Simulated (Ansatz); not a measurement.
The start is a relaxed GaSb cell with every coordinate shifted by Gaussian noise of σ = 0.45 Å. The cell and all atomic positions are relaxed at zero pressure with PBEsol (plane waves to 420 eV, PAW, scalar-relativistic; Ansatz, a quantum-chemistry and plane-wave program). The first steps use a coarse 9×9×9 k-mesh.

Starting cell:
```
CELL_PARAMETERS angstrom
      0.00000     3.05600     3.05600
      3.05600     0.00000     3.05600
      3.05600     3.05600     0.00000
ATOMIC_POSITIONS crystal
  Sb 0.84636 0.91814 0.67387
  Ga 0.81015 0.29630 0.85117
```

Q: What pressure does the first self-consistent step give?

A: +18.3 GPa (positive: the cell is compressed).

Q: How much energy is released per atom?

A: 1.68 eV/atom.

Q: Does it find its way back to the structure it was made from?

A: It returns to the parent structure, F-43m (No. 216).

Q: How do the shortest distances between atoms change?

A: The closest pairs of elements (up to four, under 3.6 Å), start → end: Ga–Sb 2.04 → 2.65 Å.

Q: Is the relaxed structure metallic? Give its gap.

A: Zero (the bands touch at this level, without spin-orbit coupling). The gap comes from the SCF mesh and the high-symmetry points alone.

Relaxed structure:

Space group F-43m (No. 216); a = b = c = 6.1120 Å, α = β = γ = 90.00°

```tsv
atom	site	symmetry	x	y	z
Sb	4b	-43m	0.5000	0.5000	0.5000
Ga	4c	-43m	0.2500	0.2500	0.2500
```
(The calculation used a cell of 2 atoms; values per cell refer to that cell.)

Final values are on a 13×13×13 k-mesh of the relaxed cell. No spin polarisation in the result. Spin-orbit coupling is missing; with elements this heavy it can move band edges by tenths of an eV or more.
